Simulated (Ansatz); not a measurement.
NiSe (NiAs type, P6_3/mmc), the program Ansatz at the PBEsol level (PAW), all energies at zero smearing, with the estimated change up to a 700 eV cutoff added, with one set of potentials and settings (totals compare only within such a set). Cell of 4 atoms (2 Se, 2 Ni): -22459.523 eV.

| element | reference phase | E (eV/atom) |
|---|---|---|
| Se | P3_121, 3 atoms in the cell | -5424.2079 |
| Ni | Fm-3m, 1 atoms in the cell, spin-polarised | -5804.9762 |

Formation energy per atom, worked out: (-22459.523 − 2×(-5424.2079) − 2×(-5804.9762))/4 = -0.289 eV/atom (-28 kJ per mol of atoms), at 0 K, without zero-point energy or fitted corrections.

The workflow started from an entry of the Crystallography Open Database (COD, 293 K). Its standing as an ambient phase is unchecked. Symmetry was held in the PBEsol relaxation; of distortions, only those at the zone centre were tested. The workflow began spin-polarised and lost its moments. The references are the lowest solids computed at this level, not always the standard phases.

Potentials: the later of the program's two PAW sets.
